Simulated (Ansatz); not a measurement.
SnGe:
```
CELL_PARAMETERS angstrom
      3.97334     0.00000     0.00000
     -1.98667     3.44101     0.00000
      0.00000     0.00000     7.23237
ATOMIC_POSITIONS crystal
  Sn 0.00000 0.00000 0.00000
  Sn 0.00000 0.00000 0.50000
  Ge 0.33333 0.66667 0.25000
  Ge 0.66667 0.33333 0.75000
```

Relaxed with PBE. Special points in fractions of this cell's reciprocal vectors: Γ (0.000, 0.000, 0.000); M (0.500, 0.000, 0.000); K (0.333, 0.333, 0.000); A (0.000, 0.000, 0.500); L (0.500, 0.000, 0.500); H (0.333, 0.333, 0.500).

Question: List the band energies nearest the Fermi level at these points for DFT-PBE in the program Ansatz with PAW potentials.

Answer: In eV from the Fermi level; about four levels below and three above (degenerate sets whole), none deeper than 8.9 eV; points with the same levels are listed once.

```csv
k,below,above
Γ,-8.32 -1.51 -0.74,0.32 0.32 1.41 1.41
M,-6.03 -4.53 -3.86 -1.82,0.97 1.24 1.25
K,-2.79 -2.79 -2.69 -2.69,3.60 4.29 4.95 4.95
A,-5.28 -5.28,0.82 0.82 0.82 0.82
L,-1.51 -1.51 -1.02 -1.02,2.88 2.88 4.89 4.89
H,-4.04 -4.04 -0.83 -0.83,0.09 0.09 1.04 1.04
```

Space group P6_3/mmc (NiAs type). The cell is a constructed one: a structure type filled with these elements; neither database checked (COD, Materials Project) lists it. Its standing as an ambient phase is unchecked. The PBE relaxation kept the symmetry of its start; whether a distortion lowers the energy is not shown. Spin–orbit coupling is left out wherever it is not named.

Potentials: the later of the program's two PAW sets.
